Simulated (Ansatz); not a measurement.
The relaxed structure here is a generated cell of V3Si: the first start was made by a random draw of sites in a space group, and the end was not matched to a known phase here, so it may be hypothetical. Known forms of V3Si include space group No. 223.

One stationary structure of V3Si. Space group Cmmm (No. 65). Computed with PBE (plane waves to 420 eV, PAW, scalar-relativistic; Ansatz, a first-principles code).

```xyz
4
Lattice="2.3976 -3.3190 0.0000 2.3976 3.3190 0.0000 0.0000 0.0000 4.6596" Properties=species:S:1:pos:R:3 pbc="T T T"
Si     0.0000     0.0000     0.0000
V      2.3976    -1.0730     2.3298
V      2.3976     1.0730     2.3298
V      0.0000     0.0000     2.3298
```

| Quantity | Value |
|---|---|
| Volume per atom | 18.54 Å³ |
| Density | 4.05 g/cm³ |
| Band gap | no gap (metallic) |
| Magnetic moment | zero (the starting moments vanished) |
| Shortest distances | V–V 2.15 Å; Si–V 2.33 Å |
| k-mesh | 12×12×10 |

Band energies at high-symmetry points (eV from the Fermi level; labels of this space group; no spin-orbit coupling), from −5 eV up to 1.0 eV:

```json
[
 {"point": "Γ", "energies": "-3.55 -1.93 -1.58 -1.49 -1.36 -0.85 -0.84 -0.48 -0.12 -0.05 -0.04"},
 {"point": "Y", "energies": "-3.27 -2.85 -2.13 -2.08 -1.53 -1.29 -1.18 -1.10 -0.57 -0.53 -0.23"},
 {"point": "C0", "energies": "-3.11 -2.93 -2.45 -2.25 -1.80 -1.78 -1.57 -1.41 0.21 0.60 0.83"},
 {"point": "Σ0", "energies": "-3.11 -2.93 -2.45 -2.25 -1.80 -1.78 -1.57 -1.41 0.21 0.60 0.83"},
 {"point": "Z", "energies": "-2.44 -1.61 -1.60 -1.42 -1.38 -1.31 -1.13 -0.37 0.76 0.76"},
 {"point": "A0", "energies": "-3.39 -3.20 -3.07 -2.66 -2.16 -1.95 -0.74 0.25 0.56 0.62 0.80 0.90"},
 {"point": "E0", "energies": "-3.39 -3.20 -3.07 -2.66 -2.16 -1.95 -0.74 0.25 0.56 0.62 0.80 0.90"},
 {"point": "T", "energies": "-3.33 -3.31 -3.09 -2.67 -1.49 -1.19 -0.90 -0.72 -0.56 0.68 0.71"}
]
```

No spin polarisation in the result: the starting moments vanished. The relaxed primitive cell holds an odd number of electrons. A magnetic state may lie lower.

The run could not lower the symmetry of its start; a shaken copy of this end point relaxes with PBE to Imma (No. 74), 1.24 eV/atom lower.
